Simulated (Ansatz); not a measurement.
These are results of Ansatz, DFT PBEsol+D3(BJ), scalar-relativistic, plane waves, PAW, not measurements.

Structure of SnSe$_{2}$:

```
Sn Se
1.0
     3.79014    0.00000    0.00000
    -1.89507    3.28235    0.00000
     0.00000    0.00000    5.76795
Sn Se
1 2
Direct
  0.00000 0.00000 0.00000
  0.33333 0.66667 0.27500
  0.66667 0.33333 0.72500
```

Settings: cutoff 420 eV, Γ-centred mesh 12×12×6 on the computed 3-atom cell, Gaussian smearing of 0.02 eV; no spin polarisation.

Levels along Γ–M–K–Γ–A–L–H–A | L–M | H–K, in eV from a zero inside the gap, sorted by energy at each point. Points in fractions of the primitive reciprocal vectors: Γ (0.000 0.000 0.000), M (0.500 0.000 0.000), K (0.333 0.333 0.000), A (0.000 0.000 0.500), L (0.500 0.000 0.500), H (0.333 0.333 0.500).
```tsv
point	k (1/Å, with 2π)	band 20	band 21	band 22	band 23	band 24	band 25	band 26
Γ	0.000	-0.98	-0.91	-0.91	-0.20	0.52	2.65	4.32
-	0.479	-2.95	-2.43	-0.55	-0.42	1.66	3.42	4.67
M	0.957	-3.87	-3.13	-2.32	-0.55	1.05	3.17	4.39
-	1.233	-3.66	-3.65	-2.28	-1.81	0.75	4.76	4.76
K	1.510	-3.92	-3.65	-2.61	-2.61	0.22	6.20	6.20
-	2.062	-3.91	-1.76	-1.70	-0.56	1.53	4.61	4.71
Γ	2.615	-0.98	-0.91	-0.91	-0.20	0.52	2.65	4.32
-	2.887	-1.16	-1.16	-0.65	-0.65	1.67	2.68	4.03
A	3.160	-1.23	-1.23	-0.50	-0.50	2.46	2.49	3.77
-	3.638	-2.42	-2.05	-1.78	-1.08	0.98	4.17	5.21
L	4.117	-2.69	-2.31	-1.53	-1.47	0.49	3.49	4.24
-	4.393	-4.11	-3.45	-0.86	-0.73	1.32	3.69	4.74
H	4.669	-4.97	-4.48	-0.51	-0.51	2.21	3.80	3.80
-	5.222	-3.09	-2.65	-1.51	-1.15	1.67	3.98	5.34
A	5.774	-1.23	-1.23	-0.50	-0.50	2.46	2.49	3.77
L	5.774	-2.69	-2.31	-1.53	-1.47	0.49	3.49	4.24
-	6.047	-3.29	-2.95	-1.42	-0.99	0.31	3.43	5.15
M	6.319	-3.87	-3.13	-2.32	-0.55	1.05	3.17	4.39
H	6.319	-4.97	-4.48	-0.51	-0.51	2.21	3.80	3.80
-	6.591	-4.59	-4.10	-1.50	-1.50	1.12	4.98	4.98
K	6.864	-3.92	-3.65	-2.61	-2.61	0.22	6.20	6.20
```

Cost: 1 run of about 1.3 core-minutes, on Intel Xeon Platinum 8259CL (Skylake/Cascade Lake) (shared hosts).